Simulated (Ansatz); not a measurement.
Values for one crystal, relaxed and computed with PBEsol (plane waves, PAW; program Ansatz); other levels are named.

Volume per atom: 11.31 Å³
Electronic character: metallic (no gap)
Density of states at the Fermi level: 0.31 states/eV per atom (mean over ±0.08 eV)
Mechanical stability: stable (all eigenvalues of C positive)
Elastic constants (relaxed ions, GPa): C11 = 255, C12 = 148, C13 = 103, C33 = 290, C44 = 47.2
Debye temperature from the elastic constants: 369 K
Pressure derivative B′: 5.0

### Question
Which compound is it?
(A) La, dhcp (α-La type)
(B) Cu, dhcp (α-La type)
(C) Sc, dhcp (α-La type)
(D) Ru, bcc (W type)

### Answer
B, Cu, dhcp (α-La type)

Space group P6_3/mmc (dhcp (α-La type)). The first step of the workflow began from a Materials Project structure, measured or hypothetical; the Crystallography Open Database copy checked does not list it. It is not the phase usual at ambient conditions (space group No. 225). The PBEsol relaxation kept the symmetry of its start; its stability against distortions is not shown here. No spin polarisation was allowed. As this level gives no gap, shear constants depend on the k-mesh and smearing (Fermi–Dirac, 0.1 eV here). On the denser mesh and wider smearing of the elastic run this cell carries a stress of 0.4 GPa.

Potentials: the earlier of the program's two PAW sets. The files were generated under PBE; for other functionals the program regenerates the frozen cores, and for LDA and PBEsol the local potential too.
